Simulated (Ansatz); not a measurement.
ZnCu (CsCl type)

```xyz
4
Lattice="5.9276 0.0000 0.0000 0.0000 2.9638 0.0000 0.0000 0.0000 2.9638" Properties=species:S:1:pos:R:3 pbc="T T T"
Zn     0.0000     0.0000     0.0000
Zn     2.9638     0.0000     0.0000
Cu     1.4819     1.4819     1.4819
Cu     4.4457     1.4819     1.4819
```

In each cell atom 3 (Cu, nearest neighbour Zn at 2.567 Å; its periodic images, 3.0 Å or more away, move with it) moves by s·(1.000, 0.000, 0.000) (along Cartesian x), the rest being held.

All values below come from PBE (plane waves to 420 eV, PAW, scalar-relativistic; Ansatz, a first-principles code). k mesh 7×13×13 (Γ-centred), Fermi-Dirac smearing 0.05 eV. With partly filled bands, energies and forces of such displacements shift with the k mesh and the smearing. F∥ is the force on the atom along that direction. ZnCu is run without spin polarisation. ZnCu was relaxed with its symmetry unable to fall. 

```csv
s (Å),F∥ (eV/Å)
-0.770,5.007
-0.616,3.532
-0.462,2.433
-0.308,1.531
-0.154,0.740
0.000,0.000
0.154,-0.740
0.308,-1.531
0.462,-2.433
0.616,-3.532
0.770,-5.007
```

Question: What is the force constant k = d²E/ds² of this move at s = 0?

Answer: 4.75 eV/Å². The forces along the line at the two nearest points give (0.740 − (-0.740)) / (2·0.154) = 4.81 eV/Å²; the next pair corrects for the finite step.

(A displaced cell: forces are minus the slopes of the energy, force constants its curvatures, and phonons follow from these.)
